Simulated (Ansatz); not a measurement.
**How YS (Fm-3m) stiffens under pressure**

```
CELL_PARAMETERS angstrom
0.00000 2.73050 2.73050
2.73050 0.00000 2.73050
2.73050 2.73050 0.00000
ATOMIC_POSITIONS crystal
Y 0.50000 0.50000 0.50000
S 0.00000 0.00000 0.00000
```

This is the zero-pressure cell. At each pressure cell and atoms are relaxed in this structure, and the constants are slopes of the stress at strains of ±0.005 with relaxed ions (the coefficients that govern stability under load). Level: PBEsol, PAW on Ansatz 0.2.0's default frozen-core files (fitted under PBE), scalar-relativistic; k mesh 16×16×16, strains of ±0.005, Fermi-Dirac smearing of 0.100 eV, cutoff 420 eV. P is the pressure of the relaxed cell, less that of this one.

```csv
P (GPa),V/V₀,C11 (GPa),C12 (GPa),C44 (GPa)
0.00,1.0000,257.6,25.7,25.3
1.02,0.9903,269.0,26.7,25.4
2.04,0.9812,280.2,27.6,25.5
4.06,?,?,?,?
7.00,0.9420,333.3,32.1,25.8
10.04,0.9216,364.6,34.7,25.8
15.04,0.8922,414.8,39.0,25.5
```

Question: Does the bulk modulus from the constants agree with the pressure-volume curve?

Answer: A third-order Birch-Murnaghan fit to the volumes shown (F against f, f = [(V₀/V)^(2/3) − 1]/2) gives B₀ = 103.0 GPa and B′ = 4.3. Its −V dP/dV stands beside (C11 + 2C12)/3:

```csv
P (GPa),from P(V),from the constants
0.00,103.0,103.0
1.02,107.4,107.5
2.04,111.8,111.8
7.00,132.4,132.5
10.04,144.7,144.7
15.04,164.6,164.3
```

Question: What are the pressure derivatives at zero pressure?

Answer: Slopes at V₀ of quadratic fits in −ln(V/V₀) through the first four rows shown, divided by B₀: dC11/dP = 11.2, dC12/dP = 0.9, dC44/dP = 0.1. The mean slopes up to 2.0 GPa are 11.1, 0.9, 0.1; curvature and scatter of the constants part the two. The combination (dC11/dP + 2 dC12/dP)/3 = 4.4 stands against B′.

Question: Fill the row at 4.06 GPa.

Answer: Cubic fits in −ln(V/V₀) through all rows shown give C11 = 302.1, C12 = 29.5, C44 = 25.7 GPa. Computed: V/V₀ = 0.9643, C11 (GPa) = 302.1, C12 (GPa) = 29.5, C44 (GPa) = 25.7.

Question: Does a shear stiffness soften?

Answer: C44 goes from 25.3 to 25.5 GPa, through a maximum of 25.8 near 7 GPa; (C11 − C12)/2 goes from 115.9 to 187.9 GPa. Neither ends more than 3 % under its start, and the lattice stays mechanically stable over this range.

Known limits: no other phase was computed; many crystals of this kind change structure within this range, and rows or crossings beyond such a change describe a metastable lattice; frozen-core PAW files fitted under PBE, their cores solved anew for the functional of the run; responses of metals move with mesh and smearing; the softest shear constant rests on one k mesh, and a soft shear can herald a distortion on cooling; phonons weren't checked at these pressures.
